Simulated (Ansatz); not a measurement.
With the program Ansatz at the PBEsol level (PAW), ZrTa in the orthorhombic phase (Pmma; Ta on 2e, Zr on 2f) relaxes to a = 4.648 Å, b = 3.499 Å, c = 4.893 Å. Against the elements it lies at 15 kJ/mol of atoms, with no fitted shifts.

Electronic character: metallic (no gap). Gap from PBEsol with spin–orbit coupling: none (metallic).

An equation-of-state fit gives a bulk modulus of 127 GPa. The highest mode at Γ lies at 187 cm^-1.

The start of the workflow was typed in or built on a structure type; neither database checked (COD, Materials Project) lists it. Whether it is the stable phase at ambient conditions was not checked. The cell was relaxed with PBEsol under the symmetry of its start; its stability against distortions is not shown here. No spin polarisation was allowed. Its formation energy is positive at this level, so the cell may be metastable or incomplete. As this level gives no gap, phonon frequencies hold no LO–TO term and depend on the k-mesh and smearing (Fermi–Dirac, 0.1 eV here). Axis ratios of metals converge slowly with the k-mesh, so a and c are less sure than the volume. The references are the lowest solids computed at this level, not always the standard phases. Scalar-relativistic: spin–orbit coupling is off unless named, which matters more the heavier the elements.

Potentials: the later of the program's two PAW sets.
